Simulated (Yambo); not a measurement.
SrCd2P2 (space group P-3m1, No. 164), G0W0@PBEsol in Yambo with this input:

```
rim_cut
gw0
dyson
el_el_corr
HF_and_locXC
ppa
em1d
RandQpts= 1000000
RandGvec= 1 Ry
EXXRLvcs= 102 Ry
VXCRLvcs= 408 Ry
Chimod= "HARTREE"
% BndsRnXp
 9 | 230 |
%
NGsBlkXp= 8 Ry
% LongDrXp
 1.0 | 1.0 | 1.0 |
%
PPAPntXp= 27.2114 eV
% GbndRnge
 1 | 230 |
%
GTermKind= "BG"
DysSolver= "n"
ExtendOut
```

On a 3×3×2 mesh, with wavefunctions cut at 102 Ry, the gap (Γ → Γ) is 1.329 eV and the valence edge shifts by -0.599 eV.

Question: What happens with this change: 2 Ry block?

Answer: The gap falls by 0.220 eV, to 1.109 eV; the shift of the valence edge becomes -0.127 eV. Neither run is shown to be the converged limit.

Spin-orbit coupling is not included.

Geometry of the Materials Project entry, not relaxed at this level; primitive cell a = 4.360 Å, b = 4.360 Å, c = 7.312 Å, α = 90.00°, β = 90.00°, γ = 120.00°.

The structure is a Materials Project entry; no match was found in the copy of COD used, and its stability was not checked.

A shift is the quasiparticle energy of the state minus its PBEsol energy.
